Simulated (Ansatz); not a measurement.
This run works on a proposed trial structure, not on a known crystal.

Input and command of a plane-wave DFT calculation in Ansatz:

```yaml
crystal:
  lattice:
    - [3.3, 0.0, 0.0]
    - [-1.65, 2.85788383, 0.0]
    - [0.0, 0.0, 12.2]
  atoms:
    - { symbol: Hf, position: [0.0, 0.0, 0.0] }
    - { symbol: Bi, position: [0.0, 0.0, 0.381] }
    - { symbol: O, position: [0.33333333, 0.66666667, 0.467] }
    - { symbol: O, position: [0.66666667, 0.33333333, 0.295] }
    - { symbol: O, position: [0.0, 0.0, 0.64] }
    - { symbol: O, position: [0.0, 0.0, 0.746] }
    - { symbol: O, position: [0.33333333, 0.66666667, 0.082] }
    - { symbol: O, position: [0.66666667, 0.33333333, 0.918] }
basis:
  ecutwfc: 420
kpoints:
  mp_grid: { grid: [6, 6, 2] }
hamiltonian:
  xc: pbe
scf:
  occupations: { method: gaussian, width: 0.2 }
  lower_state_search: "off"
output:
  forces: true
  stress: true
  eigenvalues: true
relax:
  adjacent_minimum: "off"
  f_tol: 0.08
  max_steps: 16
  cell: { stress_tol: 0.8 }
```

```bash
ansatz run input.yaml --threads 1 --pin off --max-ram 2560MiB --backend cpu --events-out ev --progress --plain --runs-dir out
```

Processor: Intel(R) Xeon(R) 6975P-C (Granite Rapids), 1 thread, on a host shared with other jobs.

Task: Estimate time, memory and problem size.

Result: About 66 s, peak memory 0.44 GiB. It solves 47 bands at 14 k points (after reduction by symmetry) with about 2687 plane waves (on the last cell), in 172 SCF iterations over 13 ionic steps.
